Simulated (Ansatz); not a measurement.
A geometry of Nb away from equilibrium: step 2 of the relaxation of a relaxed Nb cell displaced along its unstable phonon at q = Γ (168i cm⁻¹), largest move 0.15 Å. The numbers are results of PBE (plane waves to 420 eV, PAW, scalar-relativistic; Ansatz, a program for electronic structure), not measurements. Γ-centred k-mesh 8×8×12 on the run's cell (coarser than for final values), Fermi–Dirac smearing 0.05 eV.

```xyz
3
Lattice="4.8478 0.0000 0.0000 -2.4239 4.1983 0.0000 0.0000 0.0000 2.6939" Properties=species:S:1:pos:R:3 pbc="T T T"
Nb     0.0000     0.0000     0.0000
Nb     0.0000     2.7989     1.6935
Nb     2.4239     1.3994     1.0004
```

**Question.** What forces act on the atoms (eV/Å)?

**Answer.** 
```csv
atom,Fx,Fy,Fz
Nb1,0.00,0.00,0.00
Nb2,0.00,0.00,0.44
Nb3,0.00,0.00,-0.44
```

**Question.** What is the pressure?

**Answer.** -0.4 GPa, compression positive.

No spin polarisation in the result.

The run could not lose the symmetry of its start.

Of the parent cell (P6/mmm (No. 191)): it is a generated cell of Nb: the first start was made by placing the elements on the sites of a structure type, and the end was not matched to a known phase here, so it may be hypothetical. Known forms of Nb include space group No. 229.
